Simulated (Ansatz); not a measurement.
SnO in space group P4/nmm (No. 129; Sn on 2c, O on 2a) under volume change, PBE+D3(BJ) in the plane-wave PAW code Ansatz, shape and atoms relaxed at each volume.

```tsv
V (Å³/atom)	E − E(relaxed) (meV/atom)	P (GPa)
15.959	18.3	4.25
16.485	7.5	2.45
17.011	1.7	1.10
17.537	0.0	0.00
18.064	1.5	-0.88
18.590	5.5	-1.53
19.116	11.3	-1.98
```

Question: What does a third-order Birch–Murnaghan fit give for V₀, B₀ and B′?

Answer: V₀ = 17.53 Å³/atom, B₀ = 32.2 GPa, B′ = 7.5.

The cell was relaxed with PBE+D3(BJ) under the symmetry of its start. Scalar-relativistic: spin–orbit coupling is off unless named, which matters more the heavier the elements.

Potentials: the later of the program's two PAW sets.
